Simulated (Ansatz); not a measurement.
TaAlO4 (space group C2/m)

```
TaAlO4
1.0
    6.02579    -1.87492     0.00000
    6.02579     1.87492     0.00000
   -1.95053     0.00000     6.09890
Ta Al O
2 2 8
Cartesian
  0.82415   0.00000   1.41493
  9.27690   0.00000   4.68397
  0.81893   0.00000   5.00706
  9.28211   0.00000   1.09183
  7.34387   0.00000   1.23180
  2.75717   0.00000   4.86709
 -0.99239   0.00000   5.28185
 11.09344   0.00000   0.81704
  9.42432   0.00000   2.88896
  0.67673   0.00000   3.20994
  7.21329   0.00000   5.23178
  2.88775   0.00000   0.86711
```

The slice is a (001) plane (indices of the conventional cell) through the point (0.737, 0.737, 0.858) (fractional), spanned by u = [1 -1 0] and v = [110] in vectors of this cell: u (3.75 Å) and v (12.05 Å, at 90° to u). It covers one period; positions are fractions (u, v).

Method: LDA (plane waves to 420 eV, PAW, scalar-relativistic; Ansatz, a program for electronic structure). k mesh 8×8×5. Inside the PAW spheres the values are not all-electron values, and peaks at nuclei hang on which shells count as valence. Spin-orbit coupling is left out, though Ta is heavy. TaAlO4 is run without spin polarisation. TaAlO4 was relaxed with its symmetry unable to fall.

Question: Predict the map of the electron localisation function (ELF) on the slice.

Answer: 
```tsv
v \ u	0.00	0.12	0.25	0.38	0.50	0.62	0.75	0.88
0.88	0.03	0.03	0.28	0.79	0.87	0.79	0.28	0.03
0.75	0.06	0.05	0.20	0.38	0.43	0.38	0.20	0.05
0.62	x	0.82	0.27	0.31	0.61	0.31	0.27	0.82
0.50	0.01	0.05	0.73	0.79	x	0.79	0.73	0.05
0.38	0.87	0.79	0.28	0.03	0.03	0.03	0.28	0.79
0.25	0.43	0.38	0.20	0.05	0.06	0.05	0.20	0.38
0.12	0.61	0.31	0.27	0.82	x	0.82	0.27	0.31
0.00	x	0.79	0.73	0.05	0.01	0.05	0.73	0.79
```

Values: electron localisation function (ELF). Points within 0.4 Å of a nucleus are blanked (x), as the pseudised field means little there.
